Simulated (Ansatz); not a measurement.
Before relaxation, 1 NH3 a cell, flat, over a hollow F-F site (Si, Fd-3m (No. 227), (1 0 0) face):

```
CELL_PARAMETERS angstrom
7.66719 0.00000 0.00000
0.00000 7.66719 0.00000
0.00000 0.00000 27.50548
ATOMIC_POSITIONS crystal
Si 0.50000 0.25000 0.32108
Si 0.50000 0.75000 0.32108
Si 0.00000 0.25000 0.32108
Si 0.00000 0.75000 0.32108
Si 0.50000 0.50000 0.37035
Si 0.50000 0.00000 0.37035
Si 0.00000 0.50000 0.37035
Si 0.00000 0.00000 0.37035
Si 0.75000 0.50000 0.41963
Si 0.75000 0.00000 0.41963
Si 0.25000 0.50000 0.41963
Si 0.25000 0.00000 0.41963
Si 0.75000 0.75000 0.46693
Si 0.75000 0.25000 0.46693
Si 0.25000 0.75000 0.47068
Si 0.25000 0.25000 0.47068
Si 0.99352 0.75000 0.51854
Si 0.99352 0.25000 0.51854
Si 0.50648 0.75000 0.51854
Si 0.50648 0.25000 0.51854
Si 0.90897 0.00000 0.56200
Si 0.90897 0.50000 0.56200
Si 0.59103 0.00000 0.56200
Si 0.59103 0.50000 0.56200
H 0.35128 0.25000 0.28703
H 0.35128 0.75000 0.28703
H 0.84997 0.25000 0.28753
H 0.84997 0.75000 0.28753
H 0.65003 0.25000 0.28753
H 0.65003 0.75000 0.28753
H 0.14872 0.25000 0.28703
H 0.14872 0.75000 0.28703
F 0.97965 0.00000 0.61748
F 0.97965 0.50000 0.61748
F 0.52035 0.00000 0.61748
F 0.52035 0.50000 0.61748
N 0.75000 0.25000 0.66110
H 0.76462 0.37534 0.67540
H 0.63414 0.19999 0.67540
H 0.85124 0.17467 0.67540
```

These are results of DFT PBE+D3(BJ), scalar-relativistic, plane waves, PAW in Ansatz, not measurements. Settings: cutoff 420 eV, Γ-centred mesh 2×2×1 on the computed 40-atom cell, Gaussian smearing of 0.05 eV; no spin polarisation. A dipole correction removes the field between periodic images along c.

Atoms 1, 2, 3, 4, 5, 6, 7, 8, 9, 10, 11, 12 (counted from 1) are held. The cell is fixed. Force threshold 0.04 eV/Å.

Question: Where does it end?

Answer: The energy falls by 0.182 eV in 9 steps, to:

```xyz
40
Lattice="7.6672 0.0000 0.0000 0.0000 7.6672 0.0000 0.0000 0.0000 27.5055" Properties=species:S:1:pos:R:3 pbc="T T T"
Si    3.8336    1.9168    8.8314
Si    3.8336    5.7504    8.8314
Si    0.0000    1.9168    8.8314
Si    0.0000    5.7504    8.8314
Si    3.8336    3.8336   10.1868
Si    3.8336    0.0000   10.1868
Si    0.0000    3.8336   10.1868
Si    0.0000    0.0000   10.1868
Si    5.7504    3.8336   11.5421
Si    5.7504    0.0000   11.5421
Si    1.9168    3.8336   11.5421
Si    1.9168    0.0000   11.5421
Si    5.7502    5.7498   12.8240
Si    5.7503    1.9174   12.8588
Si    1.9172    5.7491   12.9327
Si    1.9170    1.9177   12.9621
Si   -0.0528    5.7333   14.2322
Si   -0.0523    1.9146   14.2920
Si    3.8868    5.7336   14.2329
Si    3.8860    1.9147   14.2922
Si    6.9687   -0.0307   15.4389
Si    6.9669    3.8432   15.4725
Si    4.5314   -0.0302   15.4405
Si    4.5330    3.8430   15.4738
H     2.6936    1.9160    7.8944
H     2.6921    5.7509    7.8965
H     6.5170    1.9158    7.9080
H     6.5164    5.7513    7.9091
H     4.9836    1.9157    7.9078
H     4.9831    5.7513    7.9074
H     1.1397    1.9162    7.8940
H     1.1401    5.7509    7.8945
F     7.5606   -0.1211   16.9599
F     7.6262    3.9922   16.9558
F     3.9375   -0.1222   16.9595
F     3.8694    3.9956   16.9546
N     5.7286    2.0532   17.7355
H     5.8177    2.9429   18.2252
H     4.8632    1.6140   18.0501
H     6.5031    1.4606   18.0373
```

The end is the local minimum or symmetric point that this start leads to. The slab is only 6.8 Å thick, so the energy isn't converged with thickness.

Cost: 1 run of about 12 core-minutes, on Arm Neoverse V1 (shared hosts).